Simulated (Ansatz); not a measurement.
The relaxed structure here is a generated cell of CsSnI3: the first start was made by placing the elements on the sites of a structure type, and the end was not matched to a known phase here, so it may be hypothetical. Known forms of CsSnI3 include space group No. 62, 221.

The end point of a relaxation of CsSnI3. All values below come from PBEsol (plane waves to 420 eV, PAW, scalar-relativistic; Ansatz, a first-principles code).

```
CELL_PARAMETERS angstrom
      8.35536     0.00000     0.00000
     -4.17768     7.23596     0.00000
      0.00000     0.00000     7.47417
ATOMIC_POSITIONS crystal
  Cs 0.33333 0.66667 0.75000
  Cs 0.66667 0.33333 0.25000
  Sn 0.00000 0.00000 0.00000
  Sn 0.00000 0.00000 0.50000
  I  0.17442 0.34884 0.25000
  I  0.65116 0.82558 0.25000
  I  0.17442 0.82558 0.25000
  I  0.82558 0.65116 0.75000
  I  0.34884 0.17442 0.75000
  I  0.82558 0.17442 0.75000
```

Task: Determine the symmetry and give the standard cell with its independent sites.

Result: Space group P6₃/mmc (No. 194); a = b = 8.3554 Å, c = 7.4742 Å, α = β = 90.00°, γ = 120.00°

| atom | site | symmetry | x | y | z |
|---|---|---|---|---|---|
| Cs | 2d | -6m2 | 0.6667 | 0.3333 | 0.2500 |
| Sn | 2a | -3m. | 0.0000 | 0.0000 | 0.0000 |
| I | 6h | mm2 | 0.1744 | 0.3488 | 0.2500 |

Task: Give the shortest distances between elements (the closest pairs, up to four, under 3.6 Å).

Result: I–Sn 3.14 Å.

```json
{
 "volume_per_atom": "45.19 Å³",
 "band_gap": "1.32 eV, indirect (valence top at K, conduction bottom at Γ) (no spin-orbit coupling)",
 "smallest_direct_gap": "2.07 eV at M"
}
```

No spin polarisation in the result. Spin-orbit coupling is missing; with elements this heavy it can move band edges by tenths of an eV or more.

The run could not lose the symmetry of its start: the end is stationary, and may be a saddle point rather than a minimum.
